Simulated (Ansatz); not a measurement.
Al (Fm-3m), work and stress of cleavage

All numbers below come from Ansatz, DFT PBEsol, scalar-relativistic, plane waves, PAW. The runs took a 420 eV cutoff, a Γ-centred 19×19×4 mesh and Gaussian smearing (0.15 eV). No spin polarisation. Energies are free energies at this smearing, counted from the undisturbed cell; pressure is positive in compression.

The undisturbed cell (as given, not relaxed at this level; it stands at -1.9 GPa):

```yaml
crystal:
  lattice:
    - [2.02398, -2.02398, 0.00000]
    - [2.02398, 0.00000, -2.02398]
    - [8.09592, 8.09592, 8.09592]
  atoms:
    - { symbol: Al, position: [0.66667, 0.66667, 0.08332] }
    - { symbol: Al, position: [0.00000, 0.00000, 0.91665] }
    - { symbol: Al, position: [0.33333, 0.33333, 0.24998] }
    - { symbol: Al, position: [0.66667, 0.66667, 0.58332] }
    - { symbol: Al, position: [0.00000, 0.00000, 0.41665] }
    - { symbol: Al, position: [0.33333, 0.33333, 0.74998] }
```

The cut lies on the cell's a–b face, a (1 1 1) plane (indices in the standard cell, whose axes needn't be the Cartesian ones shown) of area 7.10 Å², between layers 2.34 Å apart. Vector c is lengthened by d along the normal with the atoms' Cartesian places fixed: one unrelaxed cut a cell. The traction is positive where the two halves pull on each other.

| d (Å) | energy (J/m²) | traction (GPa) |
| --- | --- | --- |
| -0.30 | 0.27 | -24.1 |
| -0.15 | 0.04 | -8.0 |
| 0.00 | 0.00 | 1.7 |
| 0.25 | 0.17 | 10.2 |
| 0.50 | 0.46 | 12.5 |
| 0.75 | 0.77 | 11.8 |
| 1.00 | 1.04 | 10.2 |
| 1.50 | 1.46 | 6.4 |
| 2.00 | 1.70 | 3.6 |
| 3.00 | 1.90 | 0.8 |
| 4.50 | 1.93 | 0.0 |
| 6.00 | 1.94 | 0.0 |

Q: What are the work of separation and the cleavage stress, and do they fit the universal binding curve?

A: The energy levels off near W ≈ 1.94 J/m² (the traction is down to 0.0 GPa), the energy of the two unrelaxed faces, 0.97 J/m² each on average. The largest sampled traction is 12.5 GPa at d = 0.50 Å, and a parabola through it and its two neighbours peaks at σ_max ≈ 12.6 GPa, d ≈ 0.57 Å. The curve E = W[1 − (1 + d/ℓ)exp(−d/ℓ)] peaks in traction at d = ℓ with σ_max = W/(eℓ); with 1 J/m² per Å = 10 GPa this W and σ_max give ℓ = 0.57 Å. A parabola through that curve at the same three d peaks at 0.59 Å, against 0.57 Å here, a fair fit. Real crystals break at far lower stress, because cracks concentrate it, and on the plane of lowest W, which needn't be this one.

The cut is rigid; relaxing the faces lowers these energies and usually the stresses. The start isn't at rest at this level: it stands under -1.9 GPa with forces up to 0.00 eV/Å, so these aren't the figures of the relaxed crystal.

In a metal these slopes depend on the k mesh and the smearing.